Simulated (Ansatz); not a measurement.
**Structure types of Cr compared at 1400 GPa**

Structure types of Cr are relaxed in primitive cells with their symmetry kept at 1400 GPa, first on PAW files, then by LAPW. The enthalpy is E + pV at zero temperature, without zero-point motion. Only the types listed were tried, and differences under about 5 meV/atom are mesh noise. Not among the end structures: fcc, which may lie lower.

All numbers are LDA results (scalar-relativistic) from Ansatz 0.2.0, with Fermi–Dirac smearing of 0.08 eV, spin-polarised from start moments Cr 2 μB. Methods: LAPW: all electrons, basis error target 0.5 meV/atom; PAW: frozen-core files, cutoff 420 eV.

k meshes: bcc 26×26×26, hcp 24×24×13, simple hexagonal 24×24×22, diamond 19×19×19, sc 22×22×22.

Antiferromagnetic order, which Cr and Mn prefer near zero pressure, wasn't tried. The start moments died away, and the runs ended non-magnetic. The PAW files were made under PBE.

Question: Order the types by LAPW enthalpy, lowest first.
A. simple hexagonal
B. hcp
C. diamond
D. bcc
E. sc

Answer: B (0 meV/atom), D (59 meV/atom), A (1247 meV/atom), E (2730 meV/atom), C (9964 meV/atom).

```json
{"start type": "bcc", "ends as": "bcc, Im-3m", "a, b, c (Å)": "2.080, 2.080, 2.080", "V (Å³/atom)": "4.50", "H − H(lowest), LAPW (meV/atom)": "59.1", "same, PAW": "72.2", "moment (μB/atom)": "0.00"}
{"start type": "hcp", "ends as": "hcp, P6_3/mmc", "a, b, c (Å)": "1.845, 1.845, 2.984", "V (Å³/atom)": "4.40", "H − H(lowest), LAPW (meV/atom)": "0.0", "same, PAW": "0.0", "moment (μB/atom)": "0.00"}
{"start type": "simple hexagonal", "ends as": "simple hexagonal, P6/mmm", "a, b, c (Å)": "1.787, 1.787, 1.642", "V (Å³/atom)": "4.54", "H − H(lowest), LAPW (meV/atom)": "1247.0", "same, PAW": "1156.0", "moment (μB/atom)": "0.00"}
{"start type": "diamond", "ends as": "diamond, Fd-3m", "a, b, c (Å)": "3.452, 3.452, 3.452", "V (Å³/atom)": "5.14", "H − H(lowest), LAPW (meV/atom)": "9964.4", "same, PAW": "9433.5", "moment (μB/atom)": "0.00"}
{"start type": "sc", "ends as": "sc, Pm-3m", "a, b, c (Å)": "1.669, 1.669, 1.669", "V (Å³/atom)": "4.65", "H − H(lowest), LAPW (meV/atom)": "2730.3", "same, PAW": "2601.2", "moment (μB/atom)": "0.00"}
```

Question: Split the lead of hcp over bcc into energy and pV.

Answer: For bcc less hcp: ΔE = -840.3 meV/atom, and p·ΔV = 1400 GPa × +0.1029 Å³ × 6.242 meV/(GPa·Å³) = +899.4 meV/atom, together 59.1 meV/atom. hcp wins by its smaller volume, against the internal energy.
